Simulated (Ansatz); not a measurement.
The relaxed structure here is a generated cell of Ni: the first start was made by placing the elements on the sites of a structure type, and the end was not matched to a known phase here, so it may be hypothetical. Known forms of Ni include space group No. 225.

A relaxed cell of Ni (I4/mmm (No. 139)), relaxed on a k-mesh at least as fine as the one used below. These are r2SCAN (plane waves to 500 eV, PAW, scalar-relativistic; Ansatz, a quantum-chemistry and plane-wave program) values and carry that method's errors. Γ-centred k-mesh 17×17×8 on the run's cell (coarser than for final values), Fermi–Dirac smearing 0.05 eV.

```yaml
crystal:
  lattice:
    - [-1.46101, 1.46101, 1.24412]
    - [1.46101, -1.46101, 1.24412]
    - [2.92202, 2.92202, -2.48823]
  atoms:
    - { symbol: Ni, position: [0.00000, 0.00000, 0.00000] }
    - { symbol: Ni, position: [0.00000, 0.00000, 0.50000] }
```
Spin-polarised start, with parallel moments on Ni.

The atoms are displaced by (Å):

```json
[
 {"atom": "Ni1", "ux": "-0.014", "uy": "0.085", "uz": "-0.008"},
 {"atom": "Ni2", "ux": "0.076", "uy": "0.032", "uz": "-0.075"}
]
```

**Question.** What forces (eV/Å) and pressure result?

**Answer.** 
| atom | Fx | Fy | Fz |
|---|---|---|---|
| Ni1 | 0.12 | 0.25 | -0.23 |
| Ni2 | -0.12 | -0.25 | 0.23 |

Pressure +0.2 GPa.

The undisplaced cell is probably no minimum: from this displacement the run went on to P6₃/mmc (No. 194), 0.04 eV/atom below it.

Spin state reached: ferromagnetic (net 0.69 μB/atom), from parallel starting moments; other spin orders were not run from this start. r2SCAN tends to overstate moments in metals.
